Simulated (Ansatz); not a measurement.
Consider the following.

Ga2Pt (fluorite type, space group Fm-3m)

```yaml
crystal:
  lattice:
    - [0.00000, 5.86926, 5.86926]
    - [2.93463, 2.93463, 5.86926]
    - [2.93463, 2.93463, 0.00000]
  atoms:
    - { symbol: Ga, position: [0.00000, 0.75000, 0.75000] }
    - { symbol: Ga, position: [0.50000, 0.75000, 0.75000] }
    - { symbol: Ga, position: [0.00000, 0.25000, 0.25000] }
    - { symbol: Ga, position: [0.50000, 0.25000, 0.25000] }
    - { symbol: Pt, position: [0.00000, 0.00000, 0.00000] }
    - { symbol: Pt, position: [0.50000, 0.00000, 0.00000] }
```

The atoms are displaced by Q × the pattern below (from a DFPT mode at X = (0.5, 0.5, 0.0), largest move 1; Q in Å), at fixed cell. It is one choice among 3 degenerate patterns. (q is in reciprocal vectors of the primitive cell; the cell shown is doubled to hold the pattern.)

```
atom      x      y       z
----  -----  -----  ------
Ga1   0.000  0.000  -1.000
Ga2   0.000  0.000   1.000
Ga3   0.000  0.000   1.000
Ga4   0.000  0.000  -1.000
```

Atoms not listed stay in place.

Level of theory: LDA (plane waves to 420 eV, PAW, scalar-relativistic; Ansatz, a program for electronic structure). k mesh 14×14×14 (Γ-centred), Fermi-Dirac smearing 0.05 eV. The energy includes the smearing's −TS. With partly filled bands, energies and forces of such displacements shift with the k mesh and the smearing. Ga2Pt is run without spin polarisation. Ga2Pt was relaxed with its symmetry unable to fall. Spin-orbit coupling is left out, though Pt is heavy. This is a high-temperature form of Ga2Pt. The zero of ΔE is the undisplaced structure.

The scan covers Q from -0.180 to 0.180 Å in 13 points.

### Question
Which space group does the distorted structure have?

### Answer
P4/mmm (No. 123), lowered from Fm-3m.

### Question
What is the energy change at Q = 0.180 Å?

### Answer
727 meV/cell.

### Question
What harmonic wavenumber does the curvature at Q = 0 give?

### Answer
203 cm⁻¹.

(A displaced cell: forces are minus the slopes of the energy, force constants its curvatures, and phonons follow from these.)
